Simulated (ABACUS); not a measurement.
Set-up for a self-consistent single point of Si2W (I4/mmm, 3 atoms in the cell; from Materials Project mp-1620, changed as shown).

```
CELL_PARAMETERS angstrom
     -1.63419     1.63419     3.96613
      1.63419    -1.63419     3.96613
      1.63419     1.63419    -3.96613
ATOMIC_POSITIONS crystal
  Si 0.33499 0.33499 0.00000
  Si 0.66501 0.66501 0.00000
  W  0.00000 0.00000 0.00000
```

Method: PBE, numerical atomic orbitals DZP (confined pseudo-atomic orbitals with Gaussian additions; energy shift 0.003 Ry), PseudoDojo 0.5 standard norm-conserving PBE (tails mended) pseudopotentials (ABACUS 3.10.1).

ABACUS settings:

| key | value |
|---|---|
| basis | DZP numerical atomic orbitals, energy shift 0.003 Ry |
| KPT | Gamma 12 12 12 0 0 0 |
| basis_type | lcao |
| dft_functional | PBE |
| ecutwfc | 100 Ry |
| smearing_method | fd |
| smearing_sigma | 0.00734986 Ry |
| potentials | PseudoDojo 0.5 standard norm-conserving PBE (tails mended) |
| symmetry | 1 |
| symmetry_prec | 1e-05 |
| ks_solver | genelpa |
| scf_nmax | 100 |
| scf_thr | 1.0e-06 |
| mixing_type | broyden |
| mixing_beta | 0.7 |

Results:

| Item | Result |
|---|---|
| Number of valence electrons | 22 |
| Number of bands | 21 |
| Number of k-points after the program's reduction | 163 |
| Size of the basis | 52 |
| Number of SCF iterations | 8 |
| Free energy E − TS | -2295.0025 eV |
| Fermi level (on the code's own zero) | 15.88 eV |
| Pressure | -5.61 GPa |

Stress (GPa, positive for compression):
```
-6.01   0.00   0.00
 0.00  -6.01   0.00
 0.00   0.00  -4.82
```

For comparison: a first run was changed to give this one (volume scaled by 1.02), and from it to this one the free energy rises by 6.3 meV/atom and the pressure goes from -1.62 to -5.61 GPa.

The atom-centred basis is finite, which shifts total energies and pressures against plane waves. The structure comes from a collection of computed structures, made at another level of theory; the collection holds predicted forms beside known ones. Its lattice was then scaled.

Cost on one core: roughly 40 core-seconds.

The atomic orbitals were generated for these runs; they are not ABACUS's published sets and were checked against plane waves on a few crystals only.

“Tails mended”: in these copies of the files the far tail of each local potential was reset to the Coulomb form.
